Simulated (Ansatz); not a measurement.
Input:

Cd:
```
CELL_PARAMETERS angstrom
      0.00000     3.34929     3.34929
      3.34929     0.00000     3.34929
      3.34929     3.34929     0.00000
ATOMIC_POSITIONS crystal
  Cd 0.00000 0.00000 0.00000
  Cd 0.25000 0.25000 0.25000
```

This is the PBE-relaxed structure.

Task: All from PBE in the plane-wave PAW code Ansatz, unless another level is named. Estimate the density of states at the Fermi level.

Result: 0.67 states/eV per atom (mean over ±0.08 eV).

Task: And the gap with spin–orbit coupling?

Result: none (metallic).

Space group Fd-3m (diamond). The start of the workflow was typed in or built on a structure type; neither database checked (COD, Materials Project) lists it. It is not the phase usual at ambient conditions (space group No. 194). Symmetry was held in the PBE relaxation; whether a distortion lowers the energy is not shown. Scalar-relativistic: spin–orbit coupling is off unless named, which matters more the heavier the elements.

Potentials: the later of the program's two PAW sets.
